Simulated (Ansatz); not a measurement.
Calculated 69Ga nuclear quadrupole resonance for Y6Ga4Pt13

Cell: a refined structure from the COD.

Space group Im-3m (No. 229); a = 9.4465 Å.

```csv
site,Wyckoff,site symmetry,x,y,z
Y,12e,4m.m,0.3004,0.0000,0.0000
Ga,8c,.-3m,0.2500,0.2500,0.2500
Pt11,2a,m-3m,0.0000,0.0000,0.0000
Pt12,24h,m.m2,0.0000,0.3243,0.3243
```

One atom of each set is listed; the run and its k-mesh use a cell of 23 atoms with edges of 8.18, 8.18, 8.18 Å.

Level of theory: DFT, PBE, plane waves and PAW, scalar-relativistic, 420 eV cutoff, Γ-centred 5×5×5 k-points, Fermi–Dirac smearing 0.05 eV (Ansatz 0.2.0).

69Ga: I = 3/2, Q = 171.0 mb (year-2017 value). Static lattice, zero field.

Task: At which frequencies do the 69Ga NQR lines lie?

Result: For I = 3/2 there is one line, ν = (|C_Q|/2)(1 + η²/3)^½.

| site | atoms | V_zz (10²¹ V/m²) | C_Q (MHz) | η | line frequencies (MHz) |
| --- | --- | --- | --- | --- | --- |
| Ga | 4 | 12.72 | 52.6 | 0.00 | 26.3 |

Task: And for Ga-71 (I = 3/2, Q = 107.0 mb) on Ga?

Result: C_Q scales with Q to 32.9 MHz, with lines at 16.5 MHz.

An axis of threefold or higher order runs through Ga, so V_zz lies along it and η is zero.

At this cell the PBE pressure is 6 GPa, so with PBE the cell would grow if it were relaxed. With no gap above 0.1 eV, as in a metal, the gradients converge slowly in k; expect changes of a tenth or more on a denser mesh. Without spin–orbit coupling the gradients at and beside Pt can be off by some per cent, at some sites by more.
